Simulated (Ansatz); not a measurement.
Theory: DFT PBE, scalar-relativistic, plane waves, PAW (Ansatz). Settings: cutoff 420 eV, Γ-centred meshes spaced at most about 0.3 Å⁻¹, and about 0.25 Å⁻¹ or finer for metals (2π included), Gaussian smearing. No spin polarisation in the final relaxations.

All energies are static (0 K, no zero-point motion).

Compare these two cells of SrGe2Mo2, each relaxed at this level.

A. Space group P4/mmm (No. 123), tetragonal, a = 3.417 Å, c = 9.051 Å. Sr has 8 Ge at 3.39 Å, 4 Sr at 3.42 Å and 2 Mo at 3.43 Å; Ge has 4 Mo at 2.63 Å and 4 Sr at 3.39 Å; Mo has 1 Mo at 2.20 Å, 4 Ge at 2.63 Å, 4 Mo at 3.42 Å and 1 Sr at 3.43 Å.

B. Space group P4/mmm (No. 123), tetragonal, a = 3.647 Å, c = 10.326 Å. Sr is surrounded by 2 Ge at 3.13 Å and 4 Sr at 3.65 Å; around Ge lie 4 Mo at 2.73 Å and 1 Sr at 3.13 Å; Mo has 4 Mo at 2.58 Å and 4 Ge at 2.73 Å.

Question: Which is lower in energy, and by how much?

Answer: A is lower, by 0.37 eV/atom. A has space group P4/mmm (No. 123), 21.1 Å³/atom and no gap on its mesh; B has space group P4/mmm (No. 123), 27.5 Å³/atom and no gap. Counting Ge atoms around Mo and Sr (those within 1.25 times the shortest such distance or 1.15 times the sum of covalent radii, 1.27 where that leaves under three), A has Sr 8, Mo 4 and B has Sr 2, Mo 4. The denser one is the lower, and pressure would at first widen the difference. Even the lower one lies +0.07 eV/atom against the reference forms of the elements (uncorrected), so neither is stable at this level. Both come from invented guesses.

Cells relaxed within their symmetry can be saddle points.
